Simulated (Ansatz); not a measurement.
Input:

Cu₃Sn:
```
CELL_PARAMETERS angstrom
      0.00000     3.04032     3.04032
      3.04032     0.00000     3.04032
      3.04032     3.04032     0.00000
ATOMIC_POSITIONS crystal
  Cu 0.50000 0.50000 0.50000
  Cu 0.75000 0.75000 0.75000
  Cu 0.25000 0.25000 0.25000
  Sn 0.00000 0.00000 0.00000
```

This is the r²SCAN-relaxed structure.

**Question.** All from DFT-r²SCAN in the program Ansatz with PAW potentials, unless another level is named. Predict the density of states at the Fermi level.

**Answer.** 0.21 states/eV per atom (mean over ±0.08 eV).

**Question.** And the formation energy from the elements (no fitted shifts)?

**Answer.** 0.088 eV/atom.

Space group Fm-3m. The workflow started from a Materials Project entry (that database holds measured and hypothetical structures alike); the Crystallography Open Database copy checked does not list it. COD files the formula under space group No. 59, 63. With Cu and Sn taken as one species the cell has the higher symmetry Im-3m, so it may be an ordered model of a mixed-site phase. Whether it is the stable phase at ambient conditions was not checked. The cell was relaxed with r²SCAN under the symmetry of its start; whether a distortion lowers the energy is not shown. The run is not spin-polarised. The references are the lowest solids computed at this level, not always the standard phases. Spin–orbit coupling is left out wherever it is not named.

Potentials: the later of the program's two PAW sets.
